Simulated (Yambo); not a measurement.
MgH$_{2}$ (space group Pbcn, No. 60), G0W0@PBEsol in Yambo with this input:

```
rim_cut
gw0
dyson
el_el_corr
HF_and_locXC
ppa
em1d
RandQpts= 1000000
RandGvec= 1 Ry
EXXRLvcs= 84 Ry
VXCRLvcs= 336 Ry
Chimod= "HARTREE"
% BndsRnXp
 17 | 173 |
%
NGsBlkXp= 7 Ry
% LongDrXp
 1.0 | 1.0 | 1.0 |
%
PPAPntXp= 27.2114 eV
% GbndRnge
 1 | 173 |
%
GTermKind= "BG"
DysSolver= "n"
ExtendOut
```

On a 4×2×2 mesh, with wavefunctions cut at 84 Ry, the gap (Γ → Γ) is 5.529 eV and the valence edge shifts by -1.260 eV.

Task: What happens with this change: 6 Ry block?

Result: The gap falls by 0.049 eV, to 5.480 eV; the shift of the valence edge becomes -1.215 eV. Neither run is shown to be the converged limit. The mesh misses a band edge: along a dense path the PBEsol gap is 3.41 eV against 3.53 eV on the mesh.

Geometry of the Materials Project entry, not relaxed at this level; primitive cell a = 4.479 Å, b = 5.393 Å, c = 4.896 Å, α = β = γ = 90.00°.

The structure is a Materials Project entry; no match was found in the copy of COD used, and its stability was not checked.

A shift is the quasiparticle energy of the state minus its PBEsol energy.
